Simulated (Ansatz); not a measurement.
SnGeO₃:
```cif
data_GeO3Sn
_chemical_formula_sum 'Ge1 Sn1 O3'
_space_group_name_H-M_alt 'P4mm'
_space_group_IT_number 99
_space_group_name_Hall 'P 4 -2'
_cell_length_a 3.60176
_cell_length_b 3.60176
_cell_length_c 4.56453
_cell_angle_alpha 90.000
_cell_angle_beta 90.000
_cell_angle_gamma 90.000
loop_
_atom_site_label
_atom_site_type_symbol
_atom_site_symmetry_multiplicity
_atom_site_Wyckoff_symbol
_atom_site_fract_x
_atom_site_fract_y
_atom_site_fract_z
_atom_site_occupancy
Ge1 Ge 1 b 0.50000 0.50000 0.49233 1
Sn1 Sn 1 a 0.00000 0.00000 0.02220 1
O1 O 1 b 0.50000 0.50000 0.87226 1
O2 O 2 c 0.00000 0.50000 0.35960 1
```

Relaxed with LDA.

Question: Decompose the optical modes at the zone centre into irreducible representations, and say which are infrared and Raman allowed.

Answer: Point group 4mm: Γ_opt = 3A1 + B1 + 4E. Infrared: A1, E. Raman: A1, B1, E.

Question: Assign frequencies (DFPT, LDA in the plane-wave PAW code Ansatz).

Answer: E 58, E 206, A1 211, B1 312, E 312, A1 390, E 593, A1 709 cm⁻¹.

Subscripts of B labels follow the axes of the standard setting.

The cell is a constructed one: a structure type filled with these elements; neither database checked (COD, Materials Project) lists it. Its standing as an ambient phase is unchecked. The LDA relaxation kept the symmetry of its start; its stability against distortions is not shown here. As this level gives no gap, phonon frequencies hold no LO–TO term and depend on the k-mesh and smearing (Fermi–Dirac, 0.1 eV here). Spin–orbit coupling is left out wherever it is not named.

Potentials: the later of the program's two PAW sets.
